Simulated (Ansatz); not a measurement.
## Ru, first-principles data

Ru:
Space group Pm-3m (No. 221); a = 2.5109 Å, b = 2.5109 Å, c = 2.5109 Å, α = 90.00°, β = 90.00°, γ = 90.00°

```csv
atom,site,symmetry,x,y,z
Ru,1a,m-3m,0.0000,0.0000,0.0000
```

Space group Pm-3m (No. 221), simple cubic; conventional cell a = b = c = 2.5109 Å, α = β = γ = 90.00°.

Method: PBE in the plane-wave PAW code Ansatz. Geometry: relaxed at this level of theory. Other levels are named where they apply.

Cell and energy:

```yaml
volume_per_atom: 15.83 Å³
density: 10.60 g/cm³
```

Electronic structure:

```yaml
electronic_character: metallic (no gap)
Density of states at the Fermi level: 1.3 states/eV per atom (mean over ±0.08 eV)
Gap with spin–orbit coupling: none (metallic)
```

Mechanics:

```yaml
Bulk modulus (Birch–Murnaghan fit): 221 GPa
Pressure derivative B′: 4.7
```

A made-up cell: these elements were put on the sites of a structure type; neither database checked (COD, Materials Project) lists it. It is not the phase usual at ambient conditions (space group No. 194). The PBE relaxation kept the symmetry of its start; its stability against distortions is not shown here. The run is not spin-polarised. Scalar-relativistic: spin–orbit coupling is off unless named, which matters more the heavier the elements.

Potentials: the later of the program's two PAW sets.
